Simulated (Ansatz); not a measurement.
**Question.** MoW (CsCl type, space group No. 221) is relaxed with PBE (plane waves, PAW; program Ansatz). What lattice parameters of the conventional cell result?

**Answer.** a = 3.172 Å.

Space group Pm-3m (CsCl type). The start of the workflow was typed in or built on a structure type; neither database checked (COD, Materials Project) lists it. Its standing as an ambient phase is unchecked. The cell was relaxed with PBE under the symmetry of its start; whether a distortion lowers the energy is not shown. No spin polarisation was allowed. Spin–orbit coupling is left out wherever it is not named.

Potentials: the earlier of the program's two PAW sets.
